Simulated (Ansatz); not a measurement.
## Phonon dispersion of Li3TiO3

Computed with DFT PBE, scalar-relativistic, plane waves, PAW in Ansatz 0.2.0. Settings: 420 eV plane-wave cutoff, Γ-centred 8×8×8 mesh, Gaussian smearing of 0.10 eV. No spin polarisation. Phonons by linear response, acoustic sum rule imposed.

The cell, relaxed at this level:
```
Li Ti O
1.0
     4.05225    0.00000    0.00000
     0.00000    4.05225    0.00000
     0.00000    0.00000    4.05225
Li Ti O
3 1 3
Cartesian
  0.0000 2.0261 2.0261
  2.0261 0.0000 2.0261
  2.0261 2.0261 0.0000
  0.0000 0.0000 0.0000
  2.0261 0.0000 0.0000
  0.0000 2.0261 0.0000
  0.0000 0.0000 2.0261
```

The cell was found from a structure generator's guess, not taken from experiment. In a metal, frequencies and elastic constants depend on the k mesh and the smearing, soft modes and shear constants most. The q mesh is coarse, so values between its points are rough.

Force constants from linear response on a 2×2×2 q mesh.

Path: Γ–X–M–Γ–R–X | R–M. Only the points of the 2×2×2 mesh were computed; the rest is interpolation, which is rough on so few points. On the mesh no mode is imaginary. Distance along the path (Å⁻¹), then the branches (cm⁻¹, negative for imaginary):
```
0.000  0 0 0 303 303 303 315 315 315 390 390 390 427 427 427 453 453 453 517 517 517
0.194  51 51 93 302 302 308 316 316 322 388 388 392 425 427 427 449 451 451 513 513 519
0.388  98 98 174 292 292 299 323 323 338 387 387 407 420 426 426 439 446 446 502 502 528
0.582  134 134 234 270 279 279 329 329 358 388 388 411 422 428 428 433 440 440 489 489 542
0.775  149 149 253 258 272 272 330 330 369 391 391 405 416 430 430 435 435 442 484 484 548
0.969  158 168 228 256 278 293 329 333 364 388 388 399 408 425 429 434 441 466 480 487 553
1.163  178 200 206 261 294 296 326 336 342 380 383 386 401 428 431 455 456 470 486 494 565
1.357  192 196 235 258 277 306 313 326 351 366 372 375 417 427 428 459 464 486 497 499 580
1.550  196 203 246 246 267 296 326 326 355 356 370 370 424 427 427 454 467 497 501 501 587
1.825  179 188 245 263 281 309 310 323 351 367 371 384 410 426 430 461 464 482 486 500 573
2.099  136 140 221 290 294 301 319 322 367 372 378 381 407 426 440 447 454 458 488 501 543
2.373  73 73 128 302 304 306 315 316 332 385 387 393 422 426 429 448 449 450 508 510 521
2.647  0 0 0 303 303 303 315 315 315 390 390 390 427 427 427 453 453 453 517 517 517
2.983  86 86 158 304 304 307 307 331 331 383 383 393 418 427 427 449 449 452 506 506 524
3.318  149 149 260 276 298 298 305 348 348 372 372 381 396 413 413 477 477 482 497 497 557
3.654  189 189 240 255 273 273 290 296 296 370 370 371 425 432 432 500 500 523 526 526 600
3.990  221 221 221 242 242 242 268 268 278 361 361 361 448 448 448 510 510 543 543 543 619
4.264  198 201 228 246 266 273 284 285 290 365 366 371 432 435 439 501 504 528 529 535 607
4.538  178 194 239 246 266 305 317 326 334 372 384 394 398 405 420 485 486 494 497 513 580
4.812  158 190 219 258 264 313 323 343 361 375 392 401 402 407 426 447 449 479 482 487 557
5.086  149 149 253 258 272 272 330 330 369 391 391 405 416 430 430 435 435 442 484 484 548
5.183  216 216 219 241 250 250 269 270 279 361 362 362 446 446 447 509 510 540 542 542 618
5.377  211 212 212 232 272 279 279 279 300 359 374 374 431 431 440 497 506 520 534 534 607
5.571  202 218 227 227 269 289 303 303 332 357 397 397 406 406 431 475 491 501 520 520 595
5.764  197 205 243 243 267 295 322 322 354 356 376 376 422 422 424 457 470 497 504 504 588
```
